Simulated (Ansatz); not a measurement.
**Slab of bcc W (110), 6 layers**

The slab is cut from the bcc crystal, the stable phase, as relaxed on PAW files (16.13 Å³/atom), with 16 Å of vacuum and a dipole correction:

```yaml
crystal:
  lattice:
    - [2.75702, 0.00000, 0.00000]
    - [-0.91901, 2.59934, 0.00000]
    - [0.00000, 0.00000, 27.25550]
  atoms:
    - { symbol: W, position: [0.25000, 0.25000, 0.29352] }
    - { symbol: W, position: [0.75000, 0.75000, 0.37611] }
    - { symbol: W, position: [0.25000, 0.25000, 0.45870] }
    - { symbol: W, position: [0.75000, 0.75000, 0.54130] }
    - { symbol: W, position: [0.25000, 0.25000, 0.62389] }
    - { symbol: W, position: [0.75000, 0.75000, 0.70648] }
```

Computed with Ansatz 0.2.0; functional PBE, scalar-relativistic. Settings: a Γ-centred 13×13×1 k mesh, Fermi–Dirac smearing of 0.1 eV, no spin polarisation. Methods: LAPW: all electrons, basis error target 1 meV/atom; PAW: frozen-core files, cutoff 420 eV.

The bulk energy comes from a cell in the slab's orientation on a 13×13×7 mesh. The surface energy is (E(slab) − N·E(bulk))/2A at zero smearing, the mean of both faces; thin slabs carry quantum-size effects.

Spin–orbit coupling is left out, which matters for the heavy atoms.

Q: As cut, the LAPW slab lies 2.985 eV above 6 atoms of bulk. What surface energy is that?

A: Over two faces of 7.17 Å² it is 208.3 meV/Å², and times 16.02 J/m² per eV/Å² that gives γ = 3.337 J/m².

```csv
method,γ as cut (J/m²),γ relaxed (J/m²),Φ as cut (eV),Φ relaxed (eV)
LAPW,3.337,–,4.91,–
PAW,3.340,?,4.91,?
```

Q: Fill in "Φ relaxed (eV)" for the row "PAW".

A: 4.81.

Q: What belongs in the row "PAW", column "γ relaxed (J/m²)"?

A: 3.269.

Q: A 4f core hole is made on one atom of each kind in every 1×1 cell (PAW hole dataset, neutral cell, valence without spin). What does it cost by layer?

A: layer 1 32.23 eV, layer 2 32.54 eV, layer 3 32.54 eV. Shifts between layers mean more than the absolute values, and a whole layer of holes screens otherwise than one hole.

Q: In the relaxed 1×1 cell, replace the outer, then the middle W by Re, which changes a whole layer. What shift does this Z+1 picture give?

A: E(outer) − E(middle) = -0.28 eV by LAPW and -0.28 eV by PAW; a positive value puts the surface line at higher binding energy.
